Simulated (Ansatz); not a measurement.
## What DFT gives for LiP$_{2}$

```
Li P
1.0
     2.94830    1.80905    0.00000
     2.94830   -1.80905    0.00000
     0.00275    0.00000   -4.15550
Li P
1 2
Cartesian
  0.0000 0.0000 0.0000
  4.0668 0.0000 -2.9573
  1.8326 0.0000 -1.1982
```

Level: PBEsol, no spin polarisation; 420 eV; 8×8×6 Γ-centred mesh; gaussian occupations (width 0.0689 eV); Ansatz 0.2.0, fixed geometry.

Contacts: Li–P at 2.19 Å: least valence density 0.22 e/Å³ and ELF 0.10 there. These are pseudo-fields; inside the PAW spheres they differ from the all-electron ones.
Electronic structure: It is a metal, with about 1.6 states/eV a cell as the mean within 0.25 eV of the Fermi level, mostly P p (85 %).
Forces: The largest is on P2 (and as large on other atoms): 2.50 eV/Å, components (-0.69, 0.00, 2.40). It makes 139° with the line to a nearest neighbour, Li1 at 2.19 Å, pointing away from it.
Charges: Bader charges in e: Li +0.80, P -0.40. In the mean Li gives up most and P takes most.

Origin: a known structure type with other elements, at an estimated volume, so it need not be a known compound. Caveats: atoms or cell far from equilibrium.
